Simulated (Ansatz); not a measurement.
Starting cell, GaN (zinc blende):

```
GaN
1.0
    0.00000     4.49817     4.49817
    2.24908     0.00000     2.24908
    2.24908     2.24908     0.00000
N Ga
2 2
Direct
  0.37500   0.75000   0.75000
  0.87500   0.75000   0.75000
  0.00000   0.00000   0.00000
  0.50000   0.00000   0.00000
```

A phonon eigenvector at L = (0.5, 0.0, 0.0) is frozen into this cell: atom i moves by Q times the vector below, so Q is the largest atomic displacement, in Å. The cell is held. It is one choice among 2 degenerate patterns. (q is in reciprocal vectors of the primitive cell; the cell shown is doubled to hold the pattern.)

```json
[
 {"atom": "N1", "x": "0.285", "y": "-0.520", "z": "0.805"},
 {"atom": "N2", "x": "-0.285", "y": "0.520", "z": "-0.805"},
 {"atom": "Ga3", "x": "0.046", "y": "-0.084", "z": "0.129"},
 {"atom": "Ga4", "x": "-0.046", "y": "0.084", "z": "-0.129"}
]
```

Calculation: r2SCAN (plane waves to 500 eV, PAW, scalar-relativistic; Ansatz, an electronic-structure program). k mesh 13×13×13 (Γ-centred), Fermi-Dirac smearing 0.05 eV. The energy includes the smearing's −TS. GaN was relaxed with its symmetry unable to fall. The PAW data are Ansatz's earlier set. ΔE is measured from the undisplaced structure.

| Q (Å) | ΔE (meV/cell) |
|---|---|
| -0.280 | 1601 |
| -0.187 | 679 |
| -0.093 | 165 |
| 0.000 | 0 |
| 0.093 | 165 |
| 0.187 | 679 |
| 0.280 | 1601 |

Q: Which DFPT wavenumber at L = (0.5, 0.0, 0.0) belongs to this mode?
A) 696 cm⁻¹
B) 341 cm⁻¹
C) 140 cm⁻¹
D) 569 cm⁻¹

A: D, 569 cm⁻¹. The curvature of the scan gives 569 cm⁻¹

(For displaced atoms, the force is minus the slope of the energy, and its curvature is a force constant, which sets phonon frequencies.)
